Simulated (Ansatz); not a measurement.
Input and command of a plane-wave DFT calculation in Ansatz:

```yaml
crystal:
  lattice:
    - [7.0147225984, 0.0, 0.0]
    - [0.0, 7.0147225984, 0.0]
    - [0.0, 0.0, 6.539443175]
  atoms:
    - { symbol: Si, position: [0.2688389031, 0.0, 0.119201549] }
    - { symbol: Si, position: [0.0, 0.7311610969, 0.880798451] }
    - { symbol: Si, position: [0.0, 0.2688389031, 0.880798451] }
    - { symbol: Si, position: [0.7311610969, 0.0, 0.119201549] }
    - { symbol: Si, position: [0.0, 0.0, 0.5] }
    - { symbol: O, position: [0.1891773342, 0.0, 0.3541242598] }
    - { symbol: O, position: [0.0, 0.8108226658, 0.6458757402] }
    - { symbol: O, position: [0.0, 0.1891773342, 0.6458757402] }
    - { symbol: O, position: [0.8108226658, 0.0, 0.3541242598] }
    - { symbol: O, position: [0.1896322441, 0.1896322441, 0.0] }
    - { symbol: O, position: [0.1896322441, 0.8103677559, 0.0] }
    - { symbol: O, position: [0.8103677559, 0.1896322441, 0.0] }
    - { symbol: O, position: [0.8103677559, 0.8103677559, 0.0] }
    - { symbol: O, position: [0.5, 0.0, 0.1214141363] }
    - { symbol: O, position: [0.0, 0.5, 0.8785858637] }
basis:
  ecutwfc: 420
kpoints:
  mp_grid: { grid: [4, 4, 4] }
hamiltonian:
  xc: lda
scf:
  occupations: { method: gaussian, width: 0.02 }
output:
  forces: true
  stress: true
  eigenvalues: true
relax:
  adjacent_minimum: "off"
  f_tol: 0.01
  max_steps: 30
  cell: { stress_tol: 0.1, fix: [volume] }
```

```bash
ansatz run input.yaml --threads 4 --pin off --max-ram 10240MiB --backend cpu --events-out ev --progress --plain --runs-dir out
```

Processor: Arm Neoverse V2, 4 threads, on a host shared with other jobs.

Problem. How long does it run, and how much memory does it take?

Solution. About 38 s on 4 threads of Arm Neoverse V2, with other jobs on the host, peak memory 0.75 GiB. It solves 55 bands at 18 k points (the mesh reduced by symmetry) with about 6257 plane waves, in 31 SCF iterations over 6 ionic steps.
